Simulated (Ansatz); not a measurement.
BaAl₂Ge₂:
```xyz
5
Lattice="-2.1244 2.1244 6.2289 2.1244 -2.1244 6.2289 2.1244 2.1244 -6.2289" Properties=species:S:1:pos:R:3 pbc="T T T"
Ge     0.0000     0.0000     4.6069
Ge     0.0000     0.0000     7.8509
Ba     0.0000     0.0000     0.0000
Al     0.0000     2.1244     3.1144
Al     2.1244     0.0000     3.1144
```

Relaxed with PBEsol.

**Question.** Give the Bader charges and basin volumes of the independent atoms, DFT-PBEsol in the program Ansatz with PAW potentials.

**Answer.** 

```json
[
 {"atom": "Ge1", "Bader charge (e)": "-1.92", "Bader volume (Å³)": "31.6"},
 {"atom": "Ba3", "Bader charge (e)": "+1.15", "Bader volume (Å³)": "26.8"},
 {"atom": "Al4", "Bader charge (e)": "+1.35", "Bader volume (Å³)": "11.3"}
]
```

Space group I4/mmm. The workflow started from an entry of the Crystallography Open Database (COD), which files this formula under 2 space groups. Its standing as an ambient phase is unchecked. Symmetry was held in the PBEsol relaxation; its stability against distortions is not shown here. Scalar-relativistic: spin–orbit coupling is off unless named, which matters more the heavier the elements.

Potentials: the later of the program's two PAW sets.
